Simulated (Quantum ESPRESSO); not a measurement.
**NMR parameters of SiO2 (changed cell)**

```
CELL_PARAMETERS angstrom
      4.91497     0.00000     0.00000
     -2.45749     4.25649     0.00000
      0.00000     0.00000     5.43130
ATOMIC_POSITIONS crystal
  Si 0.53109 0.53109 0.00000
  Si 0.46891 0.00000 0.33333
  Si 0.00000 0.46891 0.66667
  O  0.27800 0.41866 0.78740
  O  0.58134 0.85934 0.12073
  O  0.14066 0.72200 0.45406
  O  0.41866 0.27800 0.21260
  O  0.85934 0.58134 0.87927
  O  0.72200 0.14066 0.54594
```
The cell was made here from a computed Materials Project entry: O4 and its equivalents moved by 0.04 Å along (0.75, 0.56, 0.34), space group kept. The parent is SiO2 in P3₁21. Stability against distortions was not tested.

Computed: shieldings by GIPAW with PBE in a modified build of Quantum ESPRESSO, on JTH PAW datasets, 22.5 Ha, k-mesh 3×3×3 shifted, f-sum rule met within 0.004 %.

```
site                        site symmetry  σ_iso (ppm)  span Ω (ppm)
--------------------------  -------------  -----------  ------------
Si (atoms 1, 2, 3)                      2          438            19
O (atoms 4, 5, 6, 7, 8, 9)              1          212            75
```

Ω = σ33 − σ11 of the symmetric part; where symmetry doesn't make it nil, it is less certain than σ_iso.

Shieldings are absolute and leave out the bulk-susceptibility term; a larger σ means a smaller chemical shift. By our sweeps, such settings leave a few ppm in absolute σ. No d partial waves on Si: the paramagnetic term there is incompletely reconstructed.
